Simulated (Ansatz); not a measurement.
Mg₂ZnO₃ in space group P-3m1 (No. 164; Mg on 2d, Zn on 1a, O on 2d, O on 1b), DFT-r²SCAN in the program Ansatz with PAW potentials, all energies at zero smearing, with the estimated change up to a 700 eV cutoff added, with one set of potentials and settings (totals compare only within such a set). Cell of 6 atoms (2 Mg, 1 Zn, 3 O): -8891.408 eV.

```csv
element,reference phase,E (eV/atom)
Mg,"P6_3/mmc, 2 atoms in the cell",-1926.4086
Zn,"P6_3/mmc, 2 atoms in the cell",-3325.6729
O,"C2/m, 4 atoms in the cell, spin-polarised",-566.0281
```

Formation energy per atom, worked out: (-8891.408 − 2×(-1926.4086) − 1×(-3325.6729) − 3×(-566.0281))/6 = -2.472 eV/atom (-239 kJ per mol of atoms), at 0 K, without zero-point energy or fitted corrections.

The first step of the workflow began from a Materials Project structure, measured or hypothetical; the Crystallography Open Database copy checked does not list it. With Mg and Zn taken as one species the cell has the higher symmetry Fm-3m, so it may be an ordered model of a mixed-site phase. Its standing as an ambient phase is unchecked. The cell was relaxed with r²SCAN under the symmetry of its start; of distortions, only those at the zone centre were tested. The references are the lowest solids computed at this level, not always the standard phases (solids in place of the gases).

Potentials: the later of the program's two PAW sets.
